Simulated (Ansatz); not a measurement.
**Sn₃As under compression: one row to predict**

The cell was found from a structure generator's guess, not taken from experiment.

Method: DFT PBE, scalar-relativistic, plane waves, PAW (Ansatz). Settings of the last relaxation (4-atom cell): 420 eV, 12×12×12 k points, Gaussian smearing of 0.10 eV, no spin polarisation.

```
CELL_PARAMETERS angstrom
-3.00102 3.00102 3.00102
3.00102 -3.00102 3.00102
3.00102 3.00102 -3.00102
ATOMIC_POSITIONS crystal
Sn 0.00000 0.50000 0.50000
Sn 0.50000 0.00000 0.50000
Sn 0.50000 0.50000 0.00000
As 0.00000 0.00000 0.00000
```

The cell was set to several volumes, with shape and atoms relaxed at each where symmetry leaves them free. Pressure is positive in compression, and energies count from the lowest row. No row has a gap on its mesh.

```tsv
row	V (Å³/atom)	P (GPa)	ΔE (meV/atom)
1	23.784	9.31	82.8
2	24.595	?	?
3	25.406	3.83	18.0
4	26.217	1.74	4.1
5	27.028	-0.02	0.0
6	27.838	-1.49	4.0
7	28.649	-2.73	14.9
8	29.730	-4.07	38.1
```

Problem. Find B = −V·ΔP/ΔV from rows 4 and 6 and from rows 1 and 3, and from the two its slope B′ and its value B0 at zero pressure.

Solution. Rows 4 and 6 give −(26.217 + 27.838)/2 × (-1.49 − (1.74))/(27.838 − 26.217) = 53.9 GPa at a mean pressure of 0.12 GPa. Rows 1 and 3 give −(23.784 + 25.406)/2 × (3.83 − (9.31))/(25.406 − 23.784) = 83.1 GPa at a mean pressure of 6.57 GPa. So B′ = (83.1 − 53.9)/(6.57 − (0.12)) = 4.53 and B0 = 53.9 − 4.53 × (0.12) = 53.4 GPa. A third-order Birch–Murnaghan fit to all the energies gives B0 = 53.7 GPa and B′ = 4.9.

Problem. Estimate the pressure and energy of row 2.

Solution. From row 5, V0 = 27.028 × (1 + (-0.02)/53.4) = 27.018 Å³/atom. Murnaghan's form P = (B0/B′)·[(V0/V)^B′ − 1] gives (53.4/4.53) × [(27.018/24.595)^4.53 − 1] = 6.25 GPa; the computed pressure is 6.33 GPa, so the estimate is off by -0.08 GPa. The work of compression from row 3, with the mean of the two pressures, gives ΔE = 18.0 + (6.25 + 3.83)/2 × (25.406 − 24.595)/160.2 × 1000 = 43.5 meV/atom (1 eV/Å³ = 160.2 GPa); the computed value is 43.5 meV/atom.

An odd number of electrons in the primitive cell allows no gap without spin; a larger cell or a magnetic state could open one. The cell is a metal run without spin; a magnetic state may lie lower. All volumes keep the k mesh of the relaxed cell. A structure relaxed within its symmetry needn't be a true minimum.
